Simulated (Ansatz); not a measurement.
Al$_{2}$O$_{3}$:
```xyz
10
Lattice="2.4003 1.3858 4.4681 -2.4003 1.3858 4.4681 0.0000 -2.7717 4.4681" Properties=species:S:1:pos:R:3 pbc="T T T"
Al     0.0000     0.0000     0.0000
Al     0.0000     0.0000     6.7021
Al     0.0000     0.0000     4.1136
Al     0.0000     0.0000     9.2906
O     -1.4710    -0.0496     7.9331
O      1.4710     0.0496     5.4711
O      0.6925     1.2987     7.9331
O     -0.6925    -1.2987     5.4711
O      0.7785    -1.2491     7.9331
O     -0.7785     1.2491     5.4711
```

Relaxed with r²SCAN. Special points in fractions of this cell's reciprocal vectors: Γ (0.000, 0.000, 0.000); T (0.500, 0.500, 0.500); H2 (0.769, 0.231, 0.500); H0 (0.500, -0.231, 0.231); L (0.500, 0.000, 0.000); S0 (0.365, -0.365, 0.000); S2 (0.635, 0.000, 0.365); F (0.500, 0.000, 0.500).

Q: List the band energies nearest the valence-band maximum at these points for plane-wave PAW r²SCAN (Ansatz code).

A: In eV from the valence-band maximum; about four levels below and three above (degenerate sets whole), none deeper than 8.9 eV; points with the same levels are listed once.

```
k                           below              above
--  -----------------------------  -----------------
Γ   -0.81 -0.81 -0.05 -0.03 -0.03    6.89 9.98 11.97
T         -0.84 -0.84 -0.08 -0.08    9.22 9.23 11.67
H2        -0.89 -0.80 -0.53 -0.32  10.12 10.37 10.84
L   -1.01 -1.01 -0.90 -0.25 -0.25  10.02 10.14 10.48
S0        -0.88 -0.73 -0.46 -0.34   9.87 10.39 10.72
F         -0.90 -0.77 -0.46 -0.42  10.22 10.30 11.00
```

Space group R-3. The first step of the workflow began from a Materials Project structure, measured or hypothetical; the Crystallography Open Database copy checked does not list it. It is not the phase usual at ambient conditions (space group No. 167). Symmetry was held in the r²SCAN relaxation; its stability against distortions is not shown here.

Potentials: the earlier of the program's two PAW sets.
